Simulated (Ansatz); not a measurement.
All numbers below come from Ansatz, DFT PBE, scalar-relativistic, plane waves, PAW. Plane waves to 420 eV, a 12×12×4 mesh through Γ for the 6-atom cell and 0.10 eV Gaussian smearing; no spin polarisation.

Formation energies are uncorrected and count from the elements' standard states at the same level.

Question: Find a candidate trigonal metal that holds Ti and 2 more elements, with a formation energy near −0.07 eV/atom and about 27 Å³ per atom, in a cell of 6 atoms. Its symmetry should be P-3m1 (No. 164).

Answer: Na3TiPd2, space group P-3m1 (No. 164). Na on a site of symmetry -3m has 6 Na at 3.64 Å; Na on a site of symmetry 3m has 4 Pd at 3.04–3.15 Å, 3 Ti at 3.49 Å and 3 Na at 3.64 Å; Ti has 6 Pd at 2.59 Å and 6 Na at 3.49 Å; Pd is surrounded by 3 Ti at 2.59 Å, 3 Pd at 2.86 Å and 4 Na at 3.04–3.15 Å.

```yaml
crystal:
  lattice:
    - [4.31432, 0.00000, 0.00000]
    - [-2.15716, 3.73631, 0.00000]
    - [0.00000, 0.00000, 10.21632]
  atoms:
    - { symbol: Na, position: [0.00000, 0.00000, 0.50000] }
    - { symbol: Na, position: [0.66667, 0.33333, 0.23963] }
    - { symbol: Na, position: [0.33333, 0.66667, 0.76037] }
    - { symbol: Ti, position: [0.00000, 0.00000, 0.00000] }
    - { symbol: Pd, position: [0.66667, 0.33333, 0.93124] }
    - { symbol: Pd, position: [0.33333, 0.66667, 0.06876] }
```

The volume per atom is 27.45 Å³, the density is 3.32 g/cm³ and the formation energy is −0.07 eV/atom. The gap on the 12×12×4 mesh of the 6-atom cell is 0 eV (a metal).

It was reached by relaxing an invented guess, and it needn't be the stable form of this composition. Other answers may fit too; this one was computed.

A structure relaxed within its symmetry needn't be a true minimum.
